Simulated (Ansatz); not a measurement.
Energies of structures of KF at several levels, each column relative to the first row (Fm-3m, cF8, rock salt type), in eV/atom. Geometries are relaxed with PBEsol (plane waves to 420 eV, PAW, scalar-relativistic; Ansatz, a first-principles code) unless a column says relaxed; all runs are Ansatz, PAW (cutoffs: PBE, relaxed 420 eV). Columns compare only within themselves.

| structure | PBEsol | PBE, relaxed |
|---|---|---|
| Fm-3m, cF8, rock salt type | 0.000 | 0.000 |
| P6₃/mmc, hP4, NiAs type | +0.039 | +0.041 |
| F-43m, cF8, zinc blende type | +0.098 | +0.085 |

At PBE, relaxed the lowest of those computed is still Fm-3m, cF8, rock salt type. Against PBEsol, PBE moves these energy differences by -0.01 to 0.00 eV/atom and the volumes by +5.5 % to +6.8 %.

Each run could gain symmetry but not lose that of its start, so entries can be saddle points. From databases, or of a type measured for this composition: Fm-3m, cF8, rock salt type; the others are generated cells (placed on structure types, drawn at random, substituted or restacked) that were not matched to a known phase here. Energies are at zero temperature and pressure, without zero-point motion. Each cell has its own k-point mesh; energy differences are given only to the digits this allows. No spin polarisation in the result.
